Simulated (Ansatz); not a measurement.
Total density of states per atom from PBE in the plane-wave PAW code Ansatz, in 0.25 eV bins, energy from the Fermi level:

```
E (eV) | states/eV/atom
    -7.85 |  0.00
    -7.60 |  0.00
    -7.35 |  0.00
    -7.10 |  0.00
    -6.85 |  0.00
    -6.60 |  0.01
    -6.35 | # 0.22
    -6.10 | # 0.20
    -5.85 | # 0.16
    -5.60 | # 0.14
    -5.35 | # 0.24
    -5.10 | ## 0.39
    -4.85 | ### 0.44
    -4.60 | ### 0.54
    -4.35 | #### 0.62
    -4.10 | ### 0.54
    -3.85 | ### 0.45
    -3.60 | #### 0.61
    -3.35 | ###### 1.09
    -3.10 | ### 0.59
    -2.85 | ## 0.38
    -2.60 | ## 0.31
    -2.35 | ### 0.49
    -2.10 | #### 0.75
    -1.85 | ##### 0.80
    -1.60 | ##### 0.85
    -1.35 | ### 0.47
    -1.10 | #### 0.60
    -0.85 | ###### 0.98
    -0.60 | ##### 0.91
    -0.35 | #### 0.69
    -0.10 | ## 0.25
     0.15 |  0.04
     0.40 |  0.04
     0.65 | # 0.09
     0.90 | # 0.16
     1.15 | # 0.23
     1.40 | ## 0.38
     1.65 | ### 0.45
     1.90 | ## 0.35
     2.15 | ## 0.35
     2.40 | ## 0.41
     2.65 | #### 0.60
     2.90 | ##### 0.79
     3.15 | ###### 1.09
     3.40 | ################ 2.73
     3.65 | ############################## 5.06
```

Problem. Pick the material that matches.
(A) La2WN4, I4/mmm (W on 2a, La on 4e, N on 4c, N on 4e)
(B) GaN, wurtzite
(C) Si2W, Fddd (Si on 16f, W on 8a)
(D) MgTiNO, P4/nmm (Ti on 2c, N on 2c, Mg on 2c, O on 2c)

Solution. A, La2WN4, I4/mmm (W on 2a, La on 4e, N on 4c, N on 4e). Within 0.5 eV of the Fermi level: N 2p 80 %, La 5d 7 %. Projections are on Löwdin-orthogonalised atomic valence shells; empty p or d shells of many metals are not among them.

The start of the workflow was typed in or built on a structure type; neither database checked (COD, Materials Project) lists it. Its standing as an ambient phase is unchecked. The PBE relaxation kept the symmetry of its start; whether a distortion lowers the energy is not shown. The workflow began spin-polarised and lost its moments. The cell computed holds one magnetic atom, so no antiferromagnetic order was within reach. Spin–orbit coupling is left out wherever it is not named.

Potentials: the earlier of the program's two PAW sets.
